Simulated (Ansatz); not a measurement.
# MoPt, first-principles data

MoPt:
Space group P4/mmm (No. 123); a = b = 2.7303 Å, c = 4.1341 Å, α = β = γ = 90.00°

```json
[
 {"atom": "Pt", "site": "1a", "symmetry": "4/mmm", "x": "0.0000", "y": "0.0000", "z": "0.0000"},
 {"atom": "Mo", "site": "1d", "symmetry": "4/mmm", "x": "0.5000", "y": "0.5000", "z": "0.5000"}
]
```

Space group P4/mmm (No. 123), L1₀ or tetragonal B2; conventional cell a = 2.730 Å, b = 2.730 Å, c = 4.134 Å, α = 90.00°, β = 90.00°, γ = 90.00°.

Method: PBE (plane waves, PAW; program Ansatz). The cell and atoms are relaxed at this level. Other levels are named where they apply.

**Cell and energy**

```
Property                                                       Value
-----------------------------------------------------  -------------
Volume per atom                                             15.41 Å³
Density                                                  15.68 g/cm³
Formation energy from the elements (no fitted shifts)  -0.26 eV/atom
```

**Electronic structure**

```
Quantity                                                                   Result
------------------------------------  -------------------------------------------
Electronic character                                            metallic (no gap)
Density of states at the Fermi level  1.0 states/eV per atom (mean over ±0.08 eV)
Gap with spin–orbit coupling                                      none (metallic)
```

**Mechanics**

```
Property                               Result
----------------------------------  ---------
Bulk modulus (Birch–Murnaghan fit)  2710 kbar
Pressure derivative B′                    4.8
```

The start of the workflow was typed in or built on a structure type; neither database checked (COD, Materials Project) lists it. Whether it is the stable phase at ambient conditions was not checked. Symmetry was held in the PBE relaxation; its stability against distortions is not shown here. No spin polarisation was allowed. Axis ratios of metals converge slowly with the k-mesh, so a and c are less sure than the volume. The references are the lowest solids computed at this level, not always the standard phases. Scalar-relativistic: spin–orbit coupling is off unless named, which matters more the heavier the elements.

Potentials: the earlier of the program's two PAW sets.
